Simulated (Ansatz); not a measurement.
CdS: from a starting cell to a relaxed one

The start is a generated cell, CdS placed in the wurtzite structure type. A full variable-cell relaxation at zero pressure is run with PBE (plane waves to 420 eV, PAW, scalar-relativistic; Ansatz, a quantum-chemistry and plane-wave program). First-step values are on the input's coarse k-mesh.

Ansatz input (later rounds restart from its end on a renewed k-mesh):
Ansatz 0.2 input:
```yaml
crystal:
  lattice:
    - [4.1355862, 0, 0]
    - [-2.0677931, 3.5815227, 0]
    - [0, 0, 6.773135]
  atoms:
    - { symbol: Cd, position: [0.66666667, 0.33333333, 0] }
    - { symbol: Cd, position: [0.33333333, 0.66666667, 0.5] }
    - { symbol: S, position: [0.66666667, 0.33333333, 0.6252] }
    - { symbol: S, position: [0.33333333, 0.66666667, 0.1252] }
basis: { ecutwfc: 420, ecutrho_ratio: 4, xc_grid: 2, fft_grid_basis: typed }
kpoints: { mp_grid: { grid: [7, 7, 4] } }
hamiltonian:
  xc: pbe
  dispersion: none
  pseudopotentials: { kind: paw }
scf: { occupations: { method: fermi_dirac, width: 0.05 } }
relax: { f_tol: 0.01, max_steps: 100, cell: { stress_tol: 0.02 } }
output: { forces: true, stress: true }
```

Q: What pressure does the first self-consistent step give?

A: +2.2 GPa (positive: the cell is compressed).

Q: By how much does the energy per atom fall from start to end?

A: 0.006 eV/atom.

Q: How do the shortest distances between atoms change?

A: The closest pairs of elements (up to four, under 3.6 Å), start → end: Cd–S 2.53 → 2.57 Å.

Q: What does it relax into? Give the structure.

A: 
```cif
data_Cd2S2
_chemical_formula_sum 'Cd2 S2'
_space_group_name_H-M_alt 'P63mc'
_space_group_IT_number 186
_space_group_name_Hall 'P 6c -2c'
_cell_length_a 4.19594
_cell_length_b 4.19594
_cell_length_c 6.83129
_cell_angle_alpha 90.000
_cell_angle_beta 90.000
_cell_angle_gamma 120.000
loop_
_atom_site_label
_atom_site_type_symbol
_atom_site_symmetry_multiplicity
_atom_site_Wyckoff_symbol
_atom_site_fract_x
_atom_site_fract_y
_atom_site_fract_z
_atom_site_occupancy
Cd1 Cd 2 b 0.66667 0.33333 0.49926 1
S1 S 2 b 0.33333 0.66667 0.37554 1
```

The space group stays P6₃mc (No. 186) (the run could not lower it); the end is wurtzite type, with 4 atoms in the primitive cell. Final values are on a 9×9×5 k-mesh of the relaxed cell. No spin polarisation in the result.

The run could not lose the symmetry of its start; a randomly shaken copy of 4 atoms returns to this structure.
